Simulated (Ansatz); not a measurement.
# ZnS: do energies and stresses tell the same story?

Level of theory: DFT PBE, scalar-relativistic, plane waves, PAW (Ansatz 0.2.0).

Cutoff 420 eV; k points 12×12×2 on the computed 16-atom cell (Γ-centred); Gaussian smearing, width 0.02 eV; no spin polarisation.

Relaxed cell: P6_3mc, a = 3.848 Å, b = 3.848 Å, c = 25.159 Å, α = 90.00°, β = 90.00°, γ = 120.00°, 16 atoms in the primitive cell.

Energies at zero smearing and pressures from the stress tensor, at volumes with shape and atoms relaxed:
```
V (Å³/atom) E − E(first) (meV/atom) P (GPa)
     17.741                     0.00    11.82
     18.346                   -37.41     8.10
     18.951                   -61.90     4.96
     19.556                   -75.44     2.29
     20.161                   -79.70     0.02
     20.766                   -76.06    -1.90
     21.370                   -65.72    -3.53
     22.177                   -43.23    -5.34
```

Problem. Check P = −dE/dV between neighbouring volumes, and get the bulk modulus from the pressures alone.

Solution. With 1 eV/Å³ = 160.2 GPa:
```tsv
middle V (Å³/atom)	−ΔE/ΔV (GPa)	mean P (GPa)
18.044	9.910	9.962
18.649	6.487	6.532
19.254	3.588	3.624
19.858	1.127	1.157
20.463	-0.964	-0.937
21.068	-2.739	-2.717
21.774	-4.468	-4.435
```

The two differ by 0.05 GPa at most. The mean of two end pressures misses the average over a step by about ΔV² P″/12, up to 0.05 GPa here; with that taken off 0.00 GPa remains. Around V = 20.161 Å³/atom, the two neighbours give B = −V ΔP/ΔV = 20.161 × 4.19 / 1.210 = 69.8 GPa, against B0 = 69.4 GPa from the Birch–Murnaghan fit of the energies.

Cost: 9 runs of about 86 core-minutes in all, on Intel Xeon Processor @ 2.50GHz (Skylake/Cascade Lake) (shared hosts).